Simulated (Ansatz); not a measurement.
Al$_{2}$Pt:
```
CELL_PARAMETERS angstrom
      0.00000     2.94828     2.94828
      2.94828     0.00000     2.94828
      2.94828     2.94828     0.00000
ATOMIC_POSITIONS crystal
  Pt 0.00000 0.00000 0.00000
  Al 0.25000 0.25000 0.25000
  Al 0.75000 0.75000 0.75000
```

Relaxed with PBEsol. Special points in fractions of this cell's reciprocal vectors: Γ (0.000, 0.000, 0.000); X (0.500, 0.000, 0.500); U (0.625, 0.250, 0.625); K (0.375, 0.375, 0.750); L (0.500, 0.500, 0.500); W (0.500, 0.250, 0.750).

Problem. List the band energies nearest the Fermi level at these points for PBEsol in the plane-wave PAW code Ansatz.

Solution. In eV from the Fermi level; about four levels below and three above (degenerate sets whole), none deeper than 8.9 eV; points with the same levels are listed once.

```json
[
 {"k": "Γ", "below": "-5.12 -5.12 -5.12 -3.76 -3.76", "above": "3.01 3.77 3.77 3.77"},
 {"k": "X", "below": "-3.48 -3.26 -1.64 -1.64", "above": "3.18 3.31 8.03"},
 {"k": "U", "below": "-3.70 -3.10 -2.04 -0.64", "above": "3.28 5.39 6.75"},
 {"k": "L", "below": "-4.80 -4.80 -3.77 -3.54 -3.54", "above": "0.99 0.99 3.72"},
 {"k": "W", "below": "-3.32 -2.83 -2.83 -0.92", "above": "5.21 5.21 6.10"}
]
```

Space group Fm-3m (fluorite or antifluorite type). The cell was relaxed with PBEsol under the symmetry of its start; of distortions, only those at the zone centre were tested. The run is not spin-polarised. Spin–orbit coupling is left out wherever it is not named.

Potentials: the later of the program's two PAW sets.
